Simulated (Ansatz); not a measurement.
**CdTe, first-principles data**

CdTe:
```
CdTe
1.0
    4.52302     0.00000     0.00000
   -2.26151     3.91705     0.00000
    0.00000     0.00000    10.26318
Cd Te
3 3
Direct
  0.50040   0.00000   0.66667
  0.00000   0.50040   0.33333
  0.49960   0.49960   0.00000
  0.50026   0.00000   0.16667
  0.00000   0.50026   0.83333
  0.49974   0.49974   0.50000
```

Space group P6_222 (No. 180); conventional cell a = b = 4.5230 Å, c = 10.2632 Å, α = β = 90.00°, γ = 120.00°.

Method: DFT-PBEsol in the program Ansatz with PAW potentials. The cell and atoms are relaxed at this level. Other levels are named where they apply.

**Cell and energy**

* **Volume per atom**: 30.31 Å³
* **Density**: 6.58 g/cm³
* **Formation energy from the elements (no fitted shifts)**: -0.30 eV/atom

**Electronic structure**

* **Band gap**: 0.10 eV (indirect)
* **Valence-band maximum**: at A
* **Conduction-band minimum**: at Γ
* **Smallest direct gap on the standard path**: 0.17 eV
* **Electron effective mass**: 0.014, 0.051, 0.051 mₑ (principal values)
* **Hole effective mass**: 0.26, 0.26, 0.48 mₑ (principal values)
* **Gap with spin–orbit coupling**: none (metallic)

**Mechanics**

- Mechanical stability: stable (all eigenvalues of C positive)
- Hill bulk and shear moduli: 46.8 and 17.3 GPa
- Young's modulus: 46.2 GPa
- Poisson's ratio: 0.34
- Debye temperature from the elastic constants: 174 K

**Phonons**

- Highest zone-centre frequency (without LO–TO term): 5.06 THz
- Zone-centre stability: no imaginary mode at Γ

The start of the workflow was typed in or built on a structure type; neither database checked (COD, Materials Project) lists it. It is not the phase usual at ambient conditions (space group No. 216). The PBEsol relaxation kept the symmetry of its start. Point labels and valley counts follow the cell and symmetry of the run, lower than the named group. The references are the lowest solids computed at this level, not always the standard phases. Spin–orbit coupling is left out wherever it is not named.

Potentials: the later of the program's two PAW sets.
